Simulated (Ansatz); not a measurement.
Relaxed-ion elastic tensor of GaAs in space group P4/mmm (No. 123; Ga on 1b, As on 1a) in GPa (Voigt order), DFT-LDA in the program Ansatz with PAW potentials; density 6.42 g/cm³, 18.70 Å³ per atom.

```
      1     2     3     4     5    6
-  ----  ----  ----  ----  ----  ---
1   188  36.5  21.7   0.0   0.0  0.0
2  36.5   188  21.7   0.0   0.0  0.0
3  21.7  21.7   161   0.0   0.0  0.0
4   0.0   0.0   0.0  19.6   0.0  0.0
5   0.0   0.0   0.0   0.0  19.6  0.0
6   0.0   0.0   0.0   0.0   0.0  7.4
```

### Question
Is the crystal mechanically stable?

### Answer
Yes: the smallest eigenvalue of C is 7.4 GPa.

### Question
Work out the Voigt, Reuss and Hill averages.

### Answer
K_V = 77.4, K_R = 76.6, K_H = 77.0; G_V = 39.8, G_R = 18.9, G_H = 29.3 GPa.

### Question
Give Young's modulus, Poisson's ratio, Pugh's ratio and the universal anisotropy index.

### Answer
E = 9KG/(3K + G) = 78.1 GPa; ν = 0.33; K/G = 2.62 (ductile by the Pugh limit of 1.75); A_U = 5G_V/G_R + K_V/K_R − 6 = 5.51.

### Question
Estimate the sound speeds and the Debye temperature.

### Answer
v_l = √((K + 4G/3)/ρ) = 4250 m/s, v_t = √(G/ρ) = 2140 m/s, mean 2400 m/s; Θ = (h/k)(3n/4πV)^(1/3) v_m = 269 K.

### Question
How much does each axis shrink under pressure?

### Answer
Linear compressibilities β_i = Σ_j S_ij (j = 1 to 3): x 4.0, y 4.0, z 5.1 per TPa.

The workflow started from a Materials Project entry (that database holds measured and hypothetical structures alike); the Crystallography Open Database copy checked does not list it. It is not the phase usual at ambient conditions (space group No. 216). The cell was relaxed with LDA under the symmetry of its start; whether a distortion lowers the energy is not shown. As this level gives no gap, shear constants depend on the k-mesh and smearing (Fermi–Dirac, 0.1 eV here). On the denser mesh and wider smearing of the elastic run this cell carries a stress of 1.5 GPa.

Potentials: the earlier of the program's two PAW sets. The files were generated under PBE; for other functionals the program regenerates the frozen cores, and for LDA and PBEsol the local potential too.
